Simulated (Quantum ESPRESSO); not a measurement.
Simulation results for Hf$_{3}$TaNO$_{7}$ (made-up cell)

Calculation on a made-up crystal cell, not a measurement, rerun at a higher cutoff and a denser mesh: periodic Kohn-Sham density functional theory in plane waves with PseudoDojo standard norm-conserving scalar-relativistic pseudopotentials, each functional with its own files (v0.5 for PBE, v0.4.1 for LDA and PBEsol), no spin polarisation, no spin-orbit coupling, atoms not relaxed, stress positive in tension, energies less a fixed whole-eV offset for each atom's element; levels are Kohn-Sham levels at fractions of this cell's reciprocal vectors, counted from the reference band (half the neutral cell's valence electrons, rounded up) at Gamma; error bars give the change to or from the runs named with them, not the error of the files; each bar is the largest change over components, and at least 0.002 eV, 0.002 eV per angstrom or 0.02 GPa; no dispersion term; energies are for the whole cell, and the offsets were chosen from early runs and are not element reference energies; machines and their load varied, so run times do not measure scaling. Program: Quantum ESPRESSO 7.5.

Entry: Hf$_{3}$TaNO$_{7}$ (made-up cell)

```
CELL_PARAMETERS angstrom
4.85870 -0.09450 0.01610
-0.09450 4.76480 0.03480
0.02120 0.04600 6.32110
ATOMIC_POSITIONS crystal
Hf 0.99333 0.99077 0.00274
Hf 0.48112 0.46940 0.25113
Ta 0.99181 0.00375 0.47911
Hf 0.51376 0.50948 0.76020
O 0.32466 0.28927 0.99964
O 0.70272 0.67163 0.00726
O 0.82306 0.19488 0.25449
O 0.20316 0.78705 0.24968
O 0.30250 0.29539 0.50272
O 0.68975 0.70054 0.50541
N 0.83684 0.21534 0.76832
O 0.17606 0.81971 0.75188
```

- lattice type: rutile, doubled along c
- functional: pbe
- cutoff: 1437 eV
- fermi dirac smearing: 0.025 eV
- scf tolerance: 1e-07 eV
- electrons removed: 0
- run command: mpirun -np 4 pw.x -nk 4 -in in
- run processor: Intel Xeon, 2023 or later, virtual cores
- k mesh: 7 x 7 x 6, shifted by half a step
- free energy less offsets: -6.359 eV
- scf iterations: 16
- smearing term minus ts: 0 eV
- pressure: 10.36 GPa
- stress xx: -7.983 GPa
- stress yy: -8.803 GPa
- stress zz: -14.31 GPa
- stress yz: 5.064 GPa
- stress xz: -0.2164 GPa
- stress xy: -5.37 GPa
- reference band: 48
- error bar energy: 0.003839 eV
- error bar stress: 0.02674 GPa
- error bar force: 0.002 eV/Å
- error bar next band up: 0.002 eV
- error bars from: change from the looser run of this cell
- wall time of scf and band steps on a shared machine: 1324 s

Atoms:
```csv
atoms element,atom site,atom energy offset (eV)
Hf,1,-1535
Hf,2,-1535
Ta,3,-1770
Hf,4,-1535
O,5,-452
O,6,-452
O,7,-452
O,8,-452
O,9,-452
O,10,-452
N,11,-283
O,12,-452
```

Forces:
```csv
site,x (eV/Å),y (eV/Å),z (eV/Å)
1,0.2897,0.0946,-3.975
2,0.7985,1.361,-0.2149
3,-0.01059,-0.3494,6.921
4,0.104,-1.011,-0.5265
5,-0.6195,-0.4856,0.9261
6,-0.1191,0.847,1.275
7,-0.7846,0.6633,0.524
8,-0.3421,0.5426,1.6
9,-0.4286,-0.9459,0.1185
10,1.007,0.9991,-1.814
11,-1.264,-0.1844,-3.348
12,1.37,-1.531,-1.485
```

Levels:
```csv
level k point,next band up (eV)
Gamma,1.986
"(1/2,1/2,1/2)",2.237
"(0.15,0,0)",2.085
"(0,0.15,0)",2.085
"(0,0,0.15)",2.037
```

Notes: the hafnium pseudopotential is less sure than the others, with forces about 3 percent (worst 6) and pressure in oxides about 1.5 GPa (worst 2.7) from a second method in checks, which the error bars do not cover.
